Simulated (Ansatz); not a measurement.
HgO in space group P3_121 (No. 152; Hg on 3b, O on 3a) at seven volumes, the program Ansatz at the LDA level (PAW), shape and atoms relaxed at each. One row is withheld.

```
V (Å³/atom)  P (GPa)
-----------  -------
14.036          6.64
14.498             ?
14.961          1.66
15.424          0.01
15.887         -1.28
16.349         -2.22
16.812         -2.92
```

Task: Fit the shown pressures and predict the withheld one.

Result: P = (3/2)B₀(x^(7/2) − x^(5/2))[1 + (3/4)(B′ − 4)(x − 1)] with x = (V₀/V)^(2/3). Least squares on the six rows gives V₀ = 15.423 Å³/atom, B₀ = 48.6 GPa, B′ = 8.12. At V = 14.498, x = 1.0421 and P = 3.84 GPa. The run itself gave 3.84 GPa.

The first step of the workflow began from a Materials Project structure, measured or hypothetical; the Crystallography Open Database copy checked does not list it. COD files the formula under space group No. 44, 62, so this cell is another polymorph or a model. Its standing as an ambient phase is unchecked. Symmetry was held in the LDA relaxation; phonons on a q-mesh show no instability. A crystal of weakly bound chains computed without a dispersion correction: the cell and the soft elastic constants depend strongly on that. Spin–orbit coupling is left out wherever it is not named.

Potentials: the later of the program's two PAW sets.
